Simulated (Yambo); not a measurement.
G0W0@PBEsol for RbPbF₃ (cubic perovskite, space group Pm-3m, No. 221) in Yambo. Reference settings: 2×2×2 Γ-centred k mesh, 167 bands and a 7 Ry block in the screening, 167 bands in G with the Bruneval-Gonze terminator, plasmon pole fitted at 27.2 eV. The PBEsol gap R → R on this mesh is 3.00 eV; G0W0 gaps are taken between the same points.

The settings were changed. The gap went from 5.06 eV to 5.70 eV, and the shift of the valence edge from -1.32 eV to -1.51 eV.

Name the change that produced these shifts.
A) 43 bands in W, 43 bands in G, 2 Ry block
B) 43 bands in W, 43 bands in G, 6 Ry block
C) 43 bands in W, 43 bands in G, 3 Ry block
D) 43 bands in W, 43 bands in G, 4 Ry block

A, 43 bands in W, 43 bands in G, 2 Ry block. The others gave (gap, valence shift): 43 bands in W, 43 bands in G, 3 Ry block: 5.53, -1.29 eV; 43 bands in W, 43 bands in G, 4 Ry block: 5.45, -1.20 eV; 43 bands in W, 43 bands in G, 6 Ry block: 5.38, -1.11 eV.

The standard potential for Pb keeps a d shell in the valence without the s and p states of that shell. In tests on such compounds this moved G0W0 gaps by up to about 0.9 eV, so absolute quasiparticle energies here are unreliable; differences between settings are what counts.

Spin-orbit coupling is not included.

Geometry of the Materials Project entry, not relaxed at this level; primitive cell a = 4.8617 Å, b = 4.8617 Å, c = 4.8617 Å, α = 90.00°, β = 90.00°, γ = 90.00°.

The structure is a Materials Project entry; no match was found in the copy of COD used, and its stability was not checked.

A shift is the quasiparticle energy of the state minus its PBEsol energy.
